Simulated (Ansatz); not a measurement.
Ta$_{2}$Ni:
```yaml
crystal:
  lattice:
    - [-3.09402, 3.09402, 2.42120]
    - [3.09402, -3.09402, 2.42120]
    - [3.09402, 3.09402, -2.42120]
  atoms:
    - { symbol: Ta, position: [0.15903, 0.65903, 0.81806] }
    - { symbol: Ta, position: [0.65903, 0.84097, 0.50000] }
    - { symbol: Ta, position: [0.84097, 0.34097, 0.18194] }
    - { symbol: Ta, position: [0.34097, 0.15903, 0.50000] }
    - { symbol: Ni, position: [0.75000, 0.75000, 0.00000] }
    - { symbol: Ni, position: [0.25000, 0.25000, 0.00000] }
```

Relaxed with r²SCAN.

Task: Tabulate the valence density and the electron localisation function along the shortest Ta–Ta contact (2.78 Å), DFT-r²SCAN in the program Ansatz with PAW potentials.

Result: 

| distance from Ta (Å) | density (e/Å³) | ELF |
|---|---|---|
| 0.28 | 4.24 | 0.28 |
| 0.42 | 4.47 | 0.58 |
| 0.56 | 3.78 | 0.71 |
| 0.70 | 2.56 | 0.68 |
| 0.84 | 1.42 | 0.51 |
| 0.97 | 0.72 | 0.29 |
| 1.11 | 0.44 | 0.20 |
| 1.25 | 0.35 | 0.23 |
| 1.39 | 0.33 | 0.27 |
| 1.53 | 0.35 | 0.23 |
| 1.67 | 0.44 | 0.20 |
| 1.81 | 0.72 | 0.29 |
| 1.95 | 1.42 | 0.51 |
| 2.09 | 2.56 | 0.68 |
| 2.23 | 3.78 | 0.71 |
| 2.37 | 4.47 | 0.58 |
| 2.51 | 4.24 | 0.28 |

The density is the valence pseudo-density with augmentation charge, so density and ELF within about 1 Å of a nucleus are not all-electron values.

Space group I4/mcm. The workflow started from an entry of the Crystallography Open Database (COD). Its standing as an ambient phase is unchecked. The cell was relaxed with r²SCAN under the symmetry of its start; whether a distortion lowers the energy is not shown. The workflow began spin-polarised and lost its moments. Scalar-relativistic: spin–orbit coupling is off unless named, which matters more the heavier the elements.

Potentials: the later of the program's two PAW sets.
